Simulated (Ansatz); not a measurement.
Ti₆O: do energies and stresses tell the same story?

The calculation used DFT PBEsol, scalar-relativistic, plane waves, PAW (Ansatz 0.2.0).

Cutoff 420 eV; k points 12×12×8 on the computed 7-atom cell (Γ-centred); Gaussian smearing, width 0.10 eV; no spin polarisation.

Relaxed cell: P-31m, a = 5.052 Å, b = 5.052 Å, c = 4.690 Å, α = 90.00°, β = 90.00°, γ = 120.00°, 7 atoms in the primitive cell. Whether it is the stable form of this composition wasn't checked.

Energies at zero smearing and pressures from the stress tensor, at volumes with shape and atoms relaxed:
| V (Å³/atom) | E − E(first) (meV/atom) | P (GPa) |
| --- | --- | --- |
| 13.036 | 0.00 | 23.15 |
| 13.480 | -54.08 | 16.05 |
| 13.924 | -89.81 | 9.91 |
| 14.369 | -109.66 | 4.58 |
| 14.813 | -115.74 | -0.03 |
| 15.258 | -109.93 | -4.02 |
| 15.702 | -93.84 | -7.45 |
| 16.294 | -58.82 | -11.31 |

**Question.** Check P = −dE/dV between neighbouring volumes, and get the bulk modulus from the pressures alone.

**Answer.** With 1 eV/Å³ = 160.2 GPa:
```csv
middle V (Å³/atom),−ΔE/ΔV (GPa),mean P (GPa)
13.258,19.497,19.600
13.702,12.883,12.979
14.147,7.154,7.244
14.591,2.195,2.277
15.035,-2.096,-2.023
15.480,-5.801,-5.735
15.998,-9.470,-9.380
```

The two differ by 0.10 GPa at most. The mean of two end pressures misses the average over a step by about ΔV² P″/12, up to 0.08 GPa here; with that taken off 0.03 GPa remains. The stress is the derivative of the free energy, not of the energy at zero smearing, and with free energies 0.01 GPa remains. Around V = 14.813 Å³/atom, the two neighbours give B = −V ΔP/ΔV = 14.813 × 8.60 / 0.889 = 143.3 GPa, against B0 = 142.6 GPa from the Birch–Murnaghan fit of the energies.

Spin polarisation was left out, and a magnetic state may lie lower.

A ferromagnetic start lost its moments in a first run, so spin was left out; other magnetic orders weren't tried.